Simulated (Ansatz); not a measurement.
LiF (rock salt), relaxed with r²SCAN (Ansatz, an electronic-structure program, plane waves, PAW): a = b = c = 3.9899 Å, α = β = γ = 90.00°.

gap (eV): 10.33

Q: The same phase is relaxed and computed with HSE06 in the same code. What are the cell and these values now?

A: a = b = c = 4.0107 Å, α = β = γ = 90.00°.

- gap (eV): 11.52

All cells were relaxed under the symmetry of their starts (and spin orders); stability against distortions was not tested throughout.

Potentials: the later of the program's two PAW sets.

Ansatz is a plane-wave DFT program.
